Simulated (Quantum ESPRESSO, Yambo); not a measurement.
# Quasiparticle gap of K2LiScF6

Space group Fm-3m (No. 225); a = b = c = 8.290 Å, α = β = γ = 90.00°

| atom | site | symmetry | x | y | z |
|---|---|---|---|---|---|
| Li | 4b | m-3m | 0.5000 | 0.5000 | 0.5000 |
| F | 24e | 4m.m | 0.0000 | 0.0000 | 0.2456 |
| K | 8c | -43m | 0.2500 | 0.2500 | 0.2500 |
| Sc | 4a | m-3m | 0.0000 | 0.0000 | 0.0000 |
(The calculation used a cell of 10 atoms; values per cell refer to that cell.)

The geometry is that of Materials Project entry mp-1111110, symmetrised and not relaxed again.

Starting point: LDA (Quantum ESPRESSO, PseudoDojo norm-conserving, 84 Ry, without SOC). G0W0 in Yambo: 2×2×2 Γ-centred k mesh, bands 2 to 216 and a 7 Ry block in the screening, 216 bands in G with the Bruneval-Gonze terminator, plasmon pole fitted at 27.2 eV.

```
Quantity                                          Result
----------------------------------------------  --------
LDA gap along the band path                      6.75 eV
LDA gap between the mesh's edge points (Γ → Γ)   6.75 eV
G0W0 gap between the same points                12.08 eV
```

| k point | band | E LDA (eV) | E QP (eV) | shift (eV) | Z |
|---|---|---|---|---|---|
| Γ | VB | 0.00 | -2.27 | -2.27 | 0.80 |
| Γ | CB | 6.75 | 9.81 | 3.06 | 0.83 |
| L | VB | -0.22 | -2.52 | -2.30 | 0.80 |
| L | CB | 6.82 | 9.88 | 3.06 | 0.83 |

Energies count from the LDA valence-band maximum.

Nearest settings tried, and what they do to the gap: 170 bands in W, 170 bands in G: +38 meV; 6 Ry block (283 vectors against 331): +36 meV; 1×1×1 mesh: -109 meV. So the settings aren't converged at that level. The k mesh is coarse.

The structure is a Materials Project entry; no match was found in the copy of COD used, and its stability was not checked.
